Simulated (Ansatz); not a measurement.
A geometry of Pd away from equilibrium: the start of the relaxation of a relaxed Pd cell displaced along its unstable phonon at q = (½, ½, ½) of its primitive reciprocal cell (36i cm⁻¹), largest move 0.15 Å. Calculation: PBE (plane waves to 420 eV, PAW, scalar-relativistic; Ansatz, a program for electronic structure). Γ-centred k-mesh 14×14×14 on the run's cell (coarser than for final values), Fermi–Dirac smearing 0.05 eV.

```xyz
4
Lattice="2.7442 1.5844 9.8067 0.0000 1.5844 9.8067 1.3721 -0.7922 9.8067" Properties=species:S:1:pos:R:3 pbc="T T T"
Pd     2.7442     1.7344    11.1038
Pd     1.3721     0.6422     6.2005
Pd     2.7442     1.7344    23.2195
Pd     1.3721     0.6422    18.3162
```

Task: Predict the force on each atom, in eV/Å.

Result: 
```json
[
 {"atom": "Pd1", "Fx": "0.00", "Fy": "0.07", "Fz": "-0.09"},
 {"atom": "Pd2", "Fx": "0.00", "Fy": "-0.07", "Fz": "-0.09"},
 {"atom": "Pd3", "Fx": "0.00", "Fy": "0.07", "Fz": "0.09"},
 {"atom": "Pd4", "Fx": "0.00", "Fy": "-0.07", "Fz": "0.09"}
]
```

Task: What is the pressure?

Result: -0.3 GPa, compression positive.

No spin polarisation in the result. A magnetic state may lie lower.

The run could not lose the symmetry of its start: the end is stationary, and may be a saddle point rather than a minimum.

The end of the path is a generated cell of Pd: the first start was made by placing the elements on the sites of a structure type, and the end was not matched to a known phase here, so it may be hypothetical. Known forms of Pd include space group No. 225.
